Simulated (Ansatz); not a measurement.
Au, DFT, LDA, PAW with Ansatz's default frozen-core files, scalar-relativistic (Ansatz 0.2.0), run on 1 thread of Arm Neoverse V2 on a shared host.

The cell comes from COD entry 1545302, which wasn't checked; take it as a given geometry. The listed cell was then made from it by scaling, straining or moving an atom.

Command: `ansatz run input.yaml --threads 1 --pin off --max-ram 3072MiB --backend cpu --events-out ev --progress --plain --runs-dir out`

```yaml
crystal:
  lattice:
    - [2.8999984104, 0.0, 0.0]
    - [-1.4499992052, 2.5114722944, 0.0]
    - [0.0, 0.0, 4.9776]
  atoms:
    - { symbol: Au, position: [0.3333333333, 0.6666666667, 0.75] }
    - { symbol: Au, position: [0.6666666667, 0.3333333333, 0.25] }
kpoints:
  mp_grid: { grid: [14, 14, 8] }
scf:
  occupations: { method: fermi_dirac, width: 0.03 }
hamiltonian:
  xc: lda
  pseudopotentials: { kind: paw }
output:
  forces: true
  stress: true
  eigenvalues: true
  efg: { contact_densities: true }
  write_density: true
  write_potential: true
  elf: true
  volumetric_format: npy
```

Q: How large is the problem that the program sets up?

A: 120 irreducible k-points, 713 plane waves at Γ, 23 bands.

Q: About how long does it take, and how much memory does it use?

A: 5.4 s of wall time for 6 SCF iterations, with a peak of 0.39 GiB. Times on shared machines scatter by tens of per cent.

Q: And the same cell and mesh by all-electron PAW (datasets made for this crystal), asked for forces, stress, eigenvalues, efg, on the same hardware?

A: 9.8 s, peak memory 0.5 GiB.
